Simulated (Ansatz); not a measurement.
Mo (hcp (Mg type), space group No. 194) at seven volumes, the program Ansatz at the PBEsol level (PAW), shape and atoms relaxed at each. One row is withheld.

```json
[
 {"V (Å³/atom)": "14.208", "P (GPa)": "28.59"},
 {"V (Å³/atom)": "14.676", "P (GPa)": "17.66"},
 {"V (Å³/atom)": "15.145", "P (GPa)": "8.16"},
 {"V (Å³/atom)": "15.613", "P (GPa)": "0.01"},
 {"V (Å³/atom)": "16.082", "P (GPa)": "-6.98"},
 {"V (Å³/atom)": "16.550", "P (GPa)": "?"},
 {"V (Å³/atom)": "17.018", "P (GPa)": "-18.11"}
]
```

### Question
Fit the shown pressures and predict the withheld one.

### Answer
Third-order Birch–Murnaghan: P = (3/2)B₀(x^(7/2) − x^(5/2))[1 + (3/4)(B′ − 4)(x − 1)] with x = (V₀/V)^(2/3). Least squares on the six rows gives V₀ = 15.615 Å³/atom, B₀ = 250.5 GPa, B′ = 4.03. At V = 16.550, x = 0.9620 and P = -12.96 GPa. The run itself gave -12.97 GPa.

Space group P6_3/mmc (hcp (Mg type)). The start of the workflow was typed in or built on a structure type; the Crystallography Open Database copy checked does not list it. It is not the phase usual at ambient conditions (space group No. 229). The cell was relaxed with PBEsol under the symmetry of its start; phonons show weakly imaginary modes. The run is not spin-polarised.

Potentials: the earlier of the program's two PAW sets. The files were generated under PBE; for other functionals the program regenerates the frozen cores, and for LDA and PBEsol the local potential too.
